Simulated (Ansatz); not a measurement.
Task: La (dhcp (α-La type), P6_3/mmc) is relaxed with plane-wave PAW r²SCAN (Ansatz code). What lattice parameters of the conventional cell result?

Result: a = 3.776 Å, c = 12.066 Å.

Symmetry was held in the r²SCAN relaxation; of distortions, only those at the zone centre were tested. Axis ratios of metals converge slowly with the k-mesh, so a and c are less sure than the volume. Spin–orbit coupling is left out wherever it is not named.

Potentials: the later of the program's two PAW sets.
